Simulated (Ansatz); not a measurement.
W (hcp (Mg type), P6_3/mmc) under volume change, r²SCAN (plane waves, PAW; program Ansatz), shape and atoms relaxed at each volume.

```json
[
 {"V (Å³/atom)": "14.841", "E − E(relaxed) (meV/atom)": "137.0", "P (GPa)": "32.50"},
 {"V (Å³/atom)": "15.330", "E − E(relaxed) (meV/atom)": "(withheld)", "P (GPa)": "(withheld)"},
 {"V (Å³/atom)": "15.820", "E − E(relaxed) (meV/atom)": "13.7", "P (GPa)": "9.18"},
 {"V (Å³/atom)": "16.309", "E − E(relaxed) (meV/atom)": "0.0", "P (GPa)": "0.00"},
 {"V (Å³/atom)": "16.798", "E − E(relaxed) (meV/atom)": "12.4", "P (GPa)": "-7.93"},
 {"V (Å³/atom)": "17.287", "E − E(relaxed) (meV/atom)": "47.3", "P (GPa)": "-14.77"},
 {"V (Å³/atom)": "17.777", "E − E(relaxed) (meV/atom)": "(withheld)", "P (GPa)": "(withheld)"}
]
```

Task: What belongs in the gaps?

Result: 
- 17.777, E − E(relaxed) (meV/atom): 101.7
- 17.777, P (GPa): -20.69
- 15.330, E − E(relaxed) (meV/atom): 57.6
- 15.330, P (GPa): 19.86

Task: What does a third-order Birch–Murnaghan fit give for V₀, B₀ and B′?

Result: V₀ = 16.31 Å³/atom, B₀ = 285 GPa, B′ = 4.0.

The start of the workflow was typed in or built on a structure type; the Crystallography Open Database copy checked does not list it. It is not the phase usual at ambient conditions (space group No. 229). The cell was relaxed with r²SCAN under the symmetry of its start; whether a distortion lowers the energy is not shown. The run is not spin-polarised. Scalar-relativistic: spin–orbit coupling is off unless named, which matters more the heavier the elements.

Potentials: the earlier of the program's two PAW sets.
